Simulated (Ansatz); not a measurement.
Polymorphs of AlNi, each relaxed with plane-wave PAW PBE (Ansatz code):

A: Fd-3m
a = 5.846 Å, b = 5.846 Å, c = 5.846 Å, α = 90.00°, β = 90.00°, γ = 90.00°

```tsv
atom	site	symmetry	x	y	z
Ni	8b	-43m	0.5000	0.5000	0.5000
Al	8a	-43m	0.0000	0.0000	0.0000
```

B: rock salt (Fm-3m)
a = 4.857 Å, b = 4.857 Å, c = 4.857 Å, α = 90.00°, β = 90.00°, γ = 90.00°

| atom | site | symmetry | x | y | z |
|---|---|---|---|---|---|
| Ni | 4a | m-3m | 0.0000 | 0.0000 | 0.0000 |
| Al | 4b | m-3m | 0.5000 | 0.5000 | 0.5000 |

C: Cmcm
a = 2.6779 Å, b = 9.3866 Å, c = 4.0083 Å, α = 90.00°, β = 90.00°, γ = 90.00°

```json
[
 {"atom": "Al", "site": "4c", "symmetry": "m2m", "x": "0.0000", "y": "0.3455", "z": "0.2500"},
 {"atom": "Ni", "site": "4c", "symmetry": "m2m", "x": "0.0000", "y": "0.0795", "z": "0.2500"}
]
```

Problem. Put the candidates in order of energy per atom at 0 K, lowest first, for PBE.

Solution. C (+0 meV/atom), A (+155 meV/atom), B (+460 meV/atom)

Typed or built starts, not in the databases checked: A; B; C. Not the usual ambient phase: A; B; C. Began spin-polarised and lost the moments: A; B; C. All cells were relaxed under the symmetry of their starts (and spin orders); stability against distortions was not tested throughout.

Energies hold the estimated change up to a 700 eV cutoff; steps of a few meV lie near the error of the meshes.

Potentials: the earlier of the program's two PAW sets.
